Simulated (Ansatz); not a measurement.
Ansatz (a first-principles code) input:

Ansatz 0.2 input:
```yaml
crystal:
  lattice:
    - [4.5765880621, 0.0, 0.0]
    - [-2.288294031, 3.9634415244, 0.0]
    - [0.0, 0.0, 6.6037449424]
  atoms:
    - { symbol: Si, position: [0.8361907833, 0.6723815667, 0.5] }
    - { symbol: Si, position: [0.1638092167, 0.8361907833, 0.8333333333] }
    - { symbol: Si, position: [0.3276184333, 0.1638092167, 0.1666666667] }
    - { symbol: Si, position: [0.1638092167, 0.3276184333, 0.5] }
    - { symbol: Si, position: [0.8361907833, 0.1638092167, 0.8333333333] }
    - { symbol: Si, position: [0.6723815667, 0.8361907833, 0.1666666667] }
    - { symbol: W, position: [0.0, 0.5, 0.1666666667] }
    - { symbol: W, position: [0.5, 0.0, 0.5] }
    - { symbol: W, position: [0.5, 0.5, 0.8333333333] }
kpoints:
  mp_grid: { grid: [8, 8, 5] }
  band_path:
    path:
      - [[0.0, 0.0, 0.0], [0.5, 0.0, 0.0], [0.3333333333, 0.3333333333, 0.0], [0.0, 0.0, 0.0], [0.0, 0.0, 0.5], [0.5, 0.0, 0.5], [0.3333333333, 0.3333333333, 0.5], [0.0, 0.0, 0.5]]  # Γ-M-K-Γ-A-L-H-A
      - [[0.5, 0.0, 0.5], [0.5, 0.0, 0.0]]  # L-M
      - [[0.3333333333, 0.3333333333, 0.5], [0.3333333333, 0.3333333333, 0.0]]  # H-K
    npoints: 8
basis: { xc_grid: 2 }
hamiltonian:
  xc: pbesol
  pseudopotentials: { azcp: { folder: ./paw }, kind: paw_fr }
magnetization: { noncollinear: true, spin_orbit: true }
scf:
  n_extra_bands: 18
  convergence: { dr2_threshold: 0.0000000001 }
  occupations: { method: gaussian, width: 0.05 }
output: { eigenvalues: true }
```

Output (shortened):

```
Pseudopotential: Si, paw, valence charge 4
Pseudopotential: W, paw, valence charge 14
Functional definition: PBEsol
non-collinear run that drives no moment, with spin-orbit …
Crystal: 9 atoms, lattice volume = 119.786 Å³
Basis set: ecut = 420 eV, 2333 PW (Γ), exchange–correlation on 64×64×90 points (8 copies of the dense FFT grid, shifted against one another)
Bands: 84, of which v1, the nominal top of the filled ones, is band 66 counted from 1 (65 counted from 0)
Symmetry: 12 space group operations + 12 with time reversal
k-points: 30 of 320 (time reversal used)
Projection manifold: j_resolved (fully-relativistic pseudo-atomic orbitals)
SCF iter   1: F=—  HF=-34578.523511 eV  |F-HF|=—  |Δ(HF+E_count)|=         —  Δρ=5.02e-2  dr2=3.01e0  dr2_m=0.00e0 (ungated)  ethr=3.10e-3  |M|=0.00e0 ∫|m|=0.00e0 μB  |m|>n=0.0e0 m-floor=0.0e0 τ_xc=0.0e0  β_m=0.30  ⟨swp⟩=7.1  Hψ=13788  notcnv=0  defer=6
preconditioner: auto → Resta (q_TF=auto, 2.470 Å⁻¹)
spin=Noncollinear: Resta preconditioning applied to the charge; magnetization (m_x, m_y, m_z) channels mix plain (no charge-response kernel on spin).
SCF iter   2: F=—  HF=-34577.950032 eV  |F-HF|=—  |Δ(HF+E_count)|=   5.73e-1  Δρ=3.47e-2  dr2=1.23e0  dr2_m=0.00e0 (ungated)  ethr=3.10e-3  |M|=0.00e0 ∫|m|=0.00e0 μB  |m|>n=0.0e0 m-floor=0.0e0 τ_xc=0.0e0  β_m=0.57  ⟨swp⟩=2.0  Hψ=3114  notcnv=0  defer=315
SCF iter   3: F=—  HF=-34577.520925 eV  |F-HF|=—  |Δ(HF+E_count)|=   4.29e-1  Δρ=8.47e-3  dr2=7.17e-2  dr2_m=0.00e0 (ungated)  ethr=1.87e-3  |M|=0.00e0 ∫|m|=0.00e0 μB  |m|>n=0.0e0 m-floor=0.0e0 τ_xc=0.0e0  β_m=0.76  ⟨swp⟩=3.5  Hψ=4113  notcnv=0  defer=326
SCF iter   4: F=—  HF=-34577.495046 eV  |F-HF|=—  |Δ(HF+E_count)|=   2.59e-2  Δρ=7.68e-4  dr2=6.79e-4  dr2_m=0.00e0 (ungated)  ethr=1.09e-4  |M|=0.00e0 ∫|m|=0.00e0 μB  |m|>n=0.0e0 m-floor=0.0e0 τ_xc=0.0e0  β_m=0.88  ⟨swp⟩=2.1  Hψ=3761  notcnv=0  defer=328
SCF iter   5: F=—  HF=-34577.494861 eV  |F-HF|=—  |Δ(HF+E_count)|=   1.84e-4  Δρ=1.56e-4  dr2=2.93e-5  dr2_m=0.00e0 (ungated)  ethr=1.03e-6  |M|=0.00e0 ∫|m|=0.00e0 μB  |m|>n=0.0e0 m-floor=0.0e0 τ_xc=0.0e0  β_m=0.94  ⟨swp⟩=2.1  Hψ=3287  notcnv=0  defer=328
SCF iter   6: F=—  HF=-34577.494855 eV  |F-HF|=—  |Δ(HF+E_count)|=   6.13e-6  Δρ=2.13e-5  dr2=3.24e-7  dr2_m=0.00e0 (ungated)  ethr=4.44e-8  |M|=0.00e0 ∫|m|=0.00e0 μB  |m|>n=0.0e0 m-floor=0.0e0 τ_xc=0.0e0  β_m=0.97  ⟨swp⟩=2.3  Hψ=3606  notcnv=0  defer=328
SCF iter   7: F=—  HF=-34577.494946 eV  |F-HF|=—  |Δ(HF+E_count)|=   9.06e-5  Δρ=3.32e-6  dr2=1.32e-8  dr2_m=0.00e0 (ungated)  ethr=4.91e-10  |M|=0.00e0 ∫|m|=0.00e0 μB  |m|>n=0.0e0 m-floor=0.0e0 τ_xc=0.0e0  β_m=0.98  ⟨swp⟩=1.9  Hψ=3094  notcnv=0  defer=328
SCF iter   8: F=-34577.494946 eV  HF=-34577.494946 eV  |F-HF|=3.64e-11  |Δ(HF+E_count)|=   2.45e-9  Δρ=2.56e-7  dr2=7.37e-11  dr2_m=0.00e0 (ungated)  ethr=1.00e-12  |M|=0.00e0 ∫|m|=0.00e0 μB  |m|>n=0.0e0 m-floor=0.0e0 τ_xc=0.0e0  ⟨swp⟩=10.1  Hψ=11147  notcnv=0…
SCF 1 converged in 8 iterations: F = -34577.494946 eV  dr2 = 7.37e-11
NSCF: frozen V_eff on 75 k-points
SCF converged after 8 iterations
Magnetization: |M| = 0.0000 μB,  M = (+0.0000, +0.0000, +0.0000) μB
Absolute magnetization: 0.0000 μB (∫|m|)
  site 0: m = (+0.0000, +0.0000, +0.0000) μB, |m| = 0.0000 μB  (R = 1.05 Å)
  site 1: m = (+0.0000, +0.0000, +0.0000) μB, |m| = 0.0000 μB  (R = 1.05 Å)
  site 2: m = (+0.0000, +0.0000, +0.0000) μB, |m| = 0.0000 μB  (R = 1.05 Å)
  site 3: m = (+0.0000, +0.0000, +0.0000) μB, |m| = 0.0000 μB  (R = 1.05 Å)
  site 4: m = (+0.0000, +0.0000, +0.0000) μB, |m| = 0.0000 μB  (R = 1.05 Å)
  site 5: m = (+0.0000, +0.0000, +0.0000) μB, |m| = 0.0000 μB  (R = 1.05 Å)
  site 6: m = (+0.0000, +0.0000, +0.0000) μB, |m| = 0.0000 μB  (R = 1.06 Å)
  site 7: m = (+0.0000, +0.0000, +0.0000) μB, |m| = 0.0000 μB  (R = 1.06 Å)
  site 8: m = (+0.0000, +0.0000, +0.0000) μB, |m| = 0.0000 μB  (R = 1.06 Å)
Free energy (F): -34577.494946 eV
Harris-Foulkes:  -34577.494946 eV  (|F-HF|=3.64e-11)
Internal energy: -34577.494463 eV  (E = F + TS)
E sigma→0 (E₀):  -34577.494704 eV
Entropy (-TS):   -0.000483 eV (-0.054 meV/atom)
Fermi energy:    17.379946 eV
--- Per-component energies (eV) ---
  E_band       = -242.984060
  E_kinetic    = 1542.745522
  E_local      = -2629.381761  (includes V_loc(G=0)·N_el)
  E_nonlocal   = 52.637496
  E_hartree    = 1145.838716
  E_xc         = -1148.449393
  E_vxc        = -1000.478376  (∫ρ·V_xc dr)
  E_paw        = -28401.101895  (= ΣΔE_a)
  E_vpaw       = -500.184876  (= ΣTr[D̂ρ^β])
  E_aug_tail   = 0.000633  (compensation charges beyond the density's cutoff)
  E_ewald      = -5140.654244
  E_core_change = 0.870464  (= ΣΔE_core)
  E_smearing   = -0.000483  (= −TS)
  E_closure    = 0.000000  (closes the sum)
  Σ components = -34577.494946   (vs F -34577.494946, Δ=0.00e0)
  [band-id]    e_kinetic+e_local+e_nonlocal+2·e_hartree+e_vxc+e_vpaw+e_augmentation_tail = -242.983930   (vs E_band -242.984060, Δ=1.29e-4)
--- Band table (eV; the first three rows and the last of 30) ---
  k-point 0: bands = ["-56.6768", "-56.6768", "-56.6632", "-56.6632", "-56.6632", "-56.6632", "-28.2004", "-28.2004", "-28.2002", "-28.2002", "-28.1486", "-28.1486", "-18.5626", "-18.5626", "-18.5455", "-18.5455", "-18.5026", "-18.5026", "-18.4672", …
  k-point 1: bands = ["-56.6760", "-56.6760", "-56.6668", "-56.6668", "-56.6603", "-56.6603", "-28.2108", "-28.2107", "-28.1870", "-28.1868", "-28.1517", "-28.1516", "-18.5811", "-18.5696", "-18.5417", "-18.5189", "-18.5125", "-18.4933", "-18.4647", …
  k-point 2: bands = ["-56.6738", "-56.6738", "-56.6705", "-56.6705", "-56.6588", "-56.6588", "-28.2164", "-28.2163", "-28.1729", "-28.1726", "-28.1603", "-28.1601", "-18.5894", "-18.5852", "-18.5283", "-18.5207", "-18.4981", "-18.4898", "-18.4438", …
  k-point 29: bands = ["-56.6721", "-56.6721", "-56.6666", "-56.6666", "-56.6642", "-56.6642", "-28.1967", "-28.1965", "-28.1879", "-28.1878", "-28.1685", "-28.1684", "-18.5853", "-18.5568", "-18.5469", "-18.5387", "-18.5168", "-18.5037", "-18.4791", …
```

Cost: very roughly 2.5 core-minutes on shared cores.

Space group P6_222. The workflow started from a Materials Project entry (that database holds measured and hypothetical structures alike); the Crystallography Open Database copy checked does not list it. It is not the phase usual at ambient conditions (space group No. 139). The PBEsol relaxation kept the symmetry of its start; of distortions, only those at the zone centre were tested. No spin polarisation was allowed.

Potentials: the earlier of the program's two PAW sets.

Ansatz is a plane-wave DFT program.
